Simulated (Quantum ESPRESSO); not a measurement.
# Kohn-Sham bands of TlI (CsCl type)

```yaml
crystal:
  lattice:
    - [4.23821, 0.00000, 0.00000]
    - [0.00000, 4.23821, 0.00000]
    - [0.00000, 0.00000, 4.23821]
  atoms:
    - { symbol: Tl, position: [0.00000, 0.00000, 0.00000] }
    - { symbol: I, position: [0.50000, 0.50000, 0.50000] }
```

Structure: Materials Project mp-23197, symmetrised, not relaxed again. COD (Crystallography Open Database) has the formula in 2 space groups, this one among them (matched by group alone). Computed values, not measurements, from PBEsol: Quantum ESPRESSO (norm-conserving PseudoDojo potentials, cutoff 56 Ry, no spin polarisation, no spin-orbit coupling) on a Γ-centred 8×8×8 mesh, then Wannier90. Density: 8×8×8 mesh, cold smearing 0.01 Ry. Spin-orbit coupling is left out although heavy elements are present.

### Question
List the Kohn-Sham levels between −8 and 4.6 eV relative to the valence-band maximum at the high-symmetry points, as a band run of pw.x on that density gives them (levels within 2 meV counted together).

### Answer
```json
[
 {"point": "Γ", "k (reciprocal lattice)": "0.000 0.000 0.000", "levels (eV)": "-4.50, -0.91 (×3)"},
 {"point": "X", "k (reciprocal lattice)": "0.000 0.500 0.000", "levels (eV)": "-5.50, -0.33 (×2), -0.09, 1.84"},
 {"point": "M", "k (reciprocal lattice)": "0.500 0.500 0.000", "levels (eV)": "-4.17, -2.69 (×2), -0.17"},
 {"point": "R", "k (reciprocal lattice)": "0.500 0.500 0.500", "levels (eV)": "-3.46, -1.68 (×3), 1.64 (×3)"}
]
```
